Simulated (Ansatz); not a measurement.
Ansatz (an electronic-structure program) input:

Ansatz 0.2 input:
```yaml
crystal:
  lattice:
    - [4.203916368, 0.0, 0.0]
    - [0.0, 4.203916368, 0.0]
    - [0.0, 0.0, 4.203916368]
  atoms:
    - { symbol: Ag, position: [0.0, 0.5, 0.5] }
    - { symbol: Ag, position: [0.5, 0.5, 0.0] }
    - { symbol: Ag, position: [0.5, 0.0, 0.5] }
    - { symbol: Sc, position: [0.0, 0.0, 0.0] }
kpoints:
  mp_grid: { grid: [7, 7, 7] }
  band_path:
    path:
      - [[0.0, 0.0, 0.0], [0.0, 0.5, 0.0], [0.5, 0.5, 0.0], [0.0, 0.0, 0.0], [0.5, 0.5, 0.5], [0.0, 0.5, 0.0]]  # Γ-X-M-Γ-R-X
      - [[0.5, 0.5, 0.5], [0.5, 0.5, 0.0]]  # R-M
    npoints: 12
hamiltonian:
  xc: r2scan
  pseudopotentials: { kind: paw }
magnetization: { noncollinear: true, spin_orbit: true }
scf:
  n_extra_bands: 12
  convergence: { dr2_threshold: 0.0000000001 }
  occupations: { method: gaussian, width: 0.05 }
output: { eigenvalues: true }
```

Output (shortened):

```
Pseudopotential: Ag, paw_fr, valence charge 19
Pseudopotential: Sc, paw_fr, valence charge 11
Functional definition: r2SCAN
non-collinear run that drives no moment, with spin-orbit …
Crystal: 4 atoms, lattice volume = 74.295 Å³
Basis set: ecut = 500 eV, 1863 PW (Γ), exchange–correlation on 128×128×128 points (64 copies of the dense FFT grid, shifted against one another)
Bands: 80, of which v1, the nominal top of the filled ones, is band 68 counted from 1 (67 counted from 0)
Symmetry: 48 space group operations + 48 with time reversal
k-points: 20 of 343
Projection manifold: j_resolved (fully-relativistic pseudo-atomic orbitals)
SCF iter   1: F=—  HF=-24931.469589 eV  |F-HF|=—  |Δ(HF+E_count)|=         —  Δρ=1.20e-1  dr2=1.65e1  dr2_τ=8.54e-2  dr2_m=0.00e0 (ungated)  ethr=3.10e-3  |M|=0.00e0 ∫|m|=0.00e0 μB  |m|>n=0.0e0 m-floor=0.0e0 τ_xc=0.0e0  β_m=0.30  ⟨swp⟩=9.1  Hψ=3689  notcnv=0
preconditioner: auto → Kerker (q_TF=auto, 2.688 Å⁻¹)
spin=Noncollinear: Kerker preconditioning applied to the charge; magnetization (m_x, m_y, m_z) channels mix plain (no charge-response kernel on spin).
SCF iter   2: F=—  HF=-24929.046149 eV  |F-HF|=—  |Δ(HF+E_count)|=    2.42e0  Δρ=4.34e-2  dr2=2.17e0  dr2_τ=2.25e-2  dr2_m=0.00e0 (ungated)  ethr=3.10e-3  |M|=0.00e0 ∫|m|=0.00e0 μB  |m|>n=0.0e0 m-floor=0.0e0 τ_xc=0.0e0  β_m=0.37  ⟨swp⟩=2.0  Hψ=1348  notcnv=0  defer=92
SCF iter   3: F=—  HF=-24928.917548 eV  |F-HF|=—  |Δ(HF+E_count)|=   1.29e-1  Δρ=1.96e-2  dr2=3.61e-1  dr2_τ=2.18e-3  dr2_m=0.00e0 (ungated)  ethr=3.10e-3  |M|=0.00e0 ∫|m|=0.00e0 μB  |m|>n=0.0e0 m-floor=0.0e0 τ_xc=0.0e0  β_m=0.65  ⟨swp⟩=2.1  Hψ=998  notcnv=0  defer=94
SCF iter   4: F=—  HF=-24928.950364 eV  |F-HF|=—  |Δ(HF+E_count)|=   3.28e-2  Δρ=8.66e-3  dr2=5.30e-2  dr2_τ=1.19e-3  dr2_m=0.00e0 (ungated)  ethr=5.31e-4  |M|=0.00e0 ∫|m|=0.00e0 μB  |m|>n=0.0e0 m-floor=0.0e0 τ_xc=0.0e0  β_m=0.82  ⟨swp⟩=2.0  Hψ=1254  notcnv=0  defer=94
SCF iter   5: F=—  HF=-24928.950214 eV  |F-HF|=—  |Δ(HF+E_count)|=   1.50e-4  Δρ=2.07e-3  dr2=4.10e-3  dr2_τ=1.48e-5  dr2_m=0.00e0 (ungated)  ethr=7.79e-5  |M|=0.00e0 ∫|m|=0.00e0 μB  |m|>n=0.0e0 m-floor=0.0e0 τ_xc=0.0e0  β_m=0.91  ⟨swp⟩=2.7  Hψ=1357  notcnv=0  defer=102
SCF iter   6: F=—  HF=-24928.950925 eV  |F-HF|=—  |Δ(HF+E_count)|=   7.11e-4  Δρ=8.18e-4  dr2=8.59e-4  dr2_τ=8.64e-6  dr2_m=0.00e0 (ungated)  ethr=6.03e-6  |M|=0.00e0 ∫|m|=0.00e0 μB  |m|>n=0.0e0 m-floor=0.0e0 τ_xc=0.0e0  β_m=0.96  ⟨swp⟩=2.0  Hψ=1258  notcnv=0  defer=102
SCF iter   7: F=—  HF=-24928.950940 eV  |F-HF|=—  |Δ(HF+E_count)|=   1.51e-5  Δρ=3.90e-4  dr2=2.65e-4  dr2_τ=7.44e-7  dr2_m=0.00e0 (ungated)  ethr=1.26e-6  |M|=0.00e0 ∫|m|=0.00e0 μB  |m|>n=0.0e0 m-floor=0.0e0 τ_xc=0.0e0  β_m=0.98  ⟨swp⟩=1.7  Hψ=776  notcnv=0  defer=102
SCF iter   8: F=—  HF=-24928.950909 eV  |F-HF|=—  |Δ(HF+E_count)|=   3.06e-5  Δρ=1.27e-4  dr2=2.52e-5  dr2_τ=9.44e-8  dr2_m=0.00e0 (ungated)  ethr=3.90e-7  |M|=0.00e0 ∫|m|=0.00e0 μB  |m|>n=0.0e0 m-floor=0.0e0 τ_xc=0.0e0  β_m=0.99  ⟨swp⟩=2.0  Hψ=948  notcnv=0  defer=102
SCF iter  13: F=-24928.951017 eV  HF=-24928.951017 eV  |F-HF|=7.28e-12  |Δ(HF+E_count)|=  1.09e-10  Δρ=1.22e-7  dr2=1.25e-11  dr2_τ=1.63e-13  dr2_m=0.00e0 (ungated)  ethr=1.00e-12  |M|=0.00e0 ∫|m|=0.00e0 μB  |m|>n=0.0e0 m-floor=0.0e0 τ_xc=0.0e0  ⟨swp⟩=8.2  Hψ=2237  notcnv=0
SCF 1 converged in 13 iterations: F = -24928.951017 eV  dr2 = 1.25e-11
NSCF: frozen V_eff on 74 k-points
SCF converged after 13 iterations
Magnetization: |M| = 0.0000 μB,  M = (+0.0000, +0.0000, +0.0000) μB
Absolute magnetization: 0.0000 μB (∫|m|)
  site 0: m = (+0.0000, +0.0000, +0.0000) μB, |m| = 0.0000 μB  (R = 1.23 Å)
  site 1: m = (+0.0000, +0.0000, +0.0000) μB, |m| = 0.0000 μB  (R = 1.23 Å)
  site 2: m = (+0.0000, +0.0000, +0.0000) μB, |m| = 0.0000 μB  (R = 1.23 Å)
  site 3: m = (+0.0000, +0.0000, +0.0000) μB, |m| = 0.0000 μB  (R = 1.23 Å)
Free energy (F): -24928.951017 eV
Harris-Foulkes:  -24928.951017 eV  (|F-HF|=7.28e-12)
Internal energy: -24928.947147 eV  (E = F + TS)
E sigma→0 (E₀):  -24928.949082 eV
Entropy (-TS):   -0.003869 eV (-0.967 meV/atom)
Fermi energy:    15.412970 eV
--- Per-component energies (eV) ---
  E_band       = -1021.900342
  E_kinetic    = 1842.323584
  E_local      = -8050.884805  (includes V_loc(G=0)·N_el)
  E_nonlocal   = 314.616294
  E_hartree    = 3566.220301
  E_xc         = -637.077658
  E_vxc        = -934.268765  (∫ρ·V_xc dr)
  E_paw        = -12699.820345  (= ΣΔE_a)
  E_vpaw       = -1393.494064  (= ΣTr[D̂ρ^β])
  E_aug_tail   = 0.000169  (compensation charges beyond the density's cutoff)
  E_vtau       = 67.366850  (kinetic-family band-sum trace: ∫τ·v_τ [+ j·A + Jᵃ·Aᵃ] dr)
  E_ewald      = -9262.557218
  E_core_change = -1.767469  (= ΣΔE_core)
  E_smearing   = -0.003869  (= −TS)
  E_closure    = 0.000000  (closes the sum)
  Σ components = -24928.951017   (vs F -24928.951017, Δ=0.00e0)
  [band-id]    e_kinetic+e_local+e_nonlocal+2·e_hartree+e_vxc+e_vpaw+e_augmentation_tail+e_vtau = -1021.900136   (vs E_band -1021.900342, Δ=2.07e-4)
--- Band table (eV; the first three rows and the last of 20) ---
  k-point 0: bands = ["-79.6405", "-79.6405", "-79.6287", "-79.6287", "-79.6287", "-79.6287", "-45.7319", "-45.7319", "-45.7319", "-45.7319", "-45.6907", "-45.6907", "-40.7429", "-40.7429", "-40.7429", "-40.7429", "-40.7249", "-40.7249", "-40.7084", …
  k-point 1: bands = ["-79.6401", "-79.6401", "-79.6292", "-79.6292", "-79.6287", "-79.6287", "-45.7319", "-45.7319", "-45.7301", "-45.7301", "-45.6926", "-45.6926", "-40.7423", "-40.7423", "-40.7416", "-40.7416", "-40.7254", "-40.7254", "-40.7054", …
  k-point 2: bands = ["-79.6387", "-79.6387", "-79.6306", "-79.6306", "-79.6287", "-79.6287", "-45.7319", "-45.7319", "-45.7253", "-45.7253", "-45.6975", "-45.6975", "-40.7412", "-40.7412", "-40.7380", "-40.7380", "-40.7269", "-40.7269", "-40.6966", …
  k-point 19: bands = ["-79.6330", "-79.6330", "-79.6325", "-79.6325", "-79.6325", "-79.6325", "-45.7199", "-45.7199", "-45.7191", "-45.7191", "-45.7169", "-45.7169", "-40.7694", "-40.7694", "-40.7181", "-40.7181", "-40.7176", "-40.7176", "-40.6998", …
```

Cost: very roughly 120 core-seconds on shared cores.

Space group Pm-3m (Cu3Au type). The start of the workflow was typed in or built on a structure type; neither database checked (COD, Materials Project) lists it. Whether it is the stable phase at ambient conditions was not checked. The r²SCAN relaxation kept the symmetry of its start; whether a distortion lowers the energy is not shown. No spin polarisation was allowed.

Potentials: the later of the program's two PAW sets.

Ansatz is a plane-wave DFT program.
